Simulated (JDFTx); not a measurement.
Part of a log of JDFTx (a modified build) for bicarbonate, CHO3 (SMILES O=C([O-])O), charge -1, multiplicity 1 (PBE, GBRV ultrasoft potentials, plane waves to 20/100 Ha):

```
unit cell volume = 10790.6
Chosen fftbox size, S = [  112  108  90  ]
unit cell volume = 10790.6
Chosen fftbox size, S = [  100  96  80  ]
  'O' pseudopotential, 'SLA  PW   PBE  PBE' functional
  6 valence electrons, 2 orbitals, 5 projectors, 737 radial grid points, with lMax = 2
  'C' pseudopotential, 'SLA  PW   PBE  PBE' functional
  4 valence electrons, 2 orbitals, 4 projectors, 721 radial grid points, with lMax = 1
  'H' pseudopotential, 'SLA  PW   PBX  PBC' functional
  1 valence electrons, 1 orbitals, 2 projectors, 615 radial grid points, with lMax = 0
Initialized 3 species with 5 total atoms.
Folded 1 k-points by 1x1x1 to 1 k-points.
nElectrons:  24.000000   nBands: 12   nStates: 1
average nbasis = 46091.000 , ideal nbasis = 46098.209
Correction to mu due to finite nuclear width = -0.00211486
   Cavity determined by nc: 0.00142 and sigma: 0.707107
   Nonlocal vdW cavity from gaussian model electron density with norm = 16 and sigma = 1.50589 bohr
   Charge asymmetry in cavity with sensitivity pCavity = -31 e-bohr/Eh
   Electrostatic cavity expanded by eta = 3.15 bohrs
   Weighted density cavitation model constrained by Nbulk: 0.001709 bohr^-3, Pvap: 11.7584 kPa, Rvdw: 4.00622 bohr and sigmaBulk: 1.88e-05 Eh/bohr^2 at T: 298 K.
   Weighted density dispersion model using vdW pair potentials with single solvent site with sqrtC6eff: 2.21 SI.
[...]
	Linear fluid (dielectric constant: 38.8, screening length: 4.04053 Bohr) occupying 0.774786 of unit cell:	Completed after 8 iterations
[... later lines of the fluid solver are left out ...]
ElecMinimize: Iter:   0  Etot: -54.689314373708008  |grad|_K:  4.772e-05  alpha:  1.000e+00
ElecMinimize: Iter:   1  Etot: -54.690861468724826  |grad|_K:  3.571e-05  alpha:  1.227e+00  linmin: -3.884e-03
ElecMinimize: Iter:   2  Etot: -54.691358411460484  |grad|_K:  2.193e-05  alpha:  7.007e-01  linmin: -4.534e-04
[... lines cut ...]
ElecMinimize: Iter:   9  Etot: -54.691673686711646  |grad|_K:  8.629e-07  alpha:  6.887e-01  linmin:  2.124e-02
ElecMinimize: Iter:  10  Etot: -54.691673968115232  |grad|_K:  4.773e-07  alpha:  7.029e-01  linmin: -5.098e-02
ElecMinimize: Iter:  11  Etot: -54.691674091548897  |grad|_K:  3.105e-07  alpha:  9.236e-01  linmin: -2.047e-02
ElecMinimize: Iter:  12  Etot: -54.691674123966628  |grad|_K:  2.898e-07  alpha:  6.497e-01  linmin: -3.136e-02
ElecMinimize: Iter:  13  Etot: -54.691674144023374  |grad|_K:  2.136e-07  alpha:  3.842e-01  linmin:  8.992e-02
ElecMinimize: Converged (|Delta Etot|<1.000000e-07 for 2 iters).

# Energy components:
   A_diel =       -0.0441246664902823
   Eewald =       28.7014698279346057
       EH =       77.9955579040663451
     Eloc =     -182.0563334627172765
      Enl =        7.6552763238906696
      Exc =      -13.3356725144039565
 Exc_core =        0.2288228206366867
       KE =       26.1654444866848941
  MuShift =       -0.0021148636250714
-------------------------------------
     Etot =      -54.6916741440233736


	eMin: -0.951943 at state 0 ( [ +0.000000 +0.000000 +0.000000 ] spin 0 )
	HOMO: -0.163373 at state 0 ( [ +0.000000 +0.000000 +0.000000 ] spin 0 )
```

### Question
Which solvation model was used?
A) SCCS (g03 parameters)
B) linear PCM (GLSSA13)
C) nonlinear PCM (GLSSA13)
D) CANDLE

### Answer
D, CANDLE. The liquid was acetonitrile (dielectric constant 38.8), 1 M NaF.
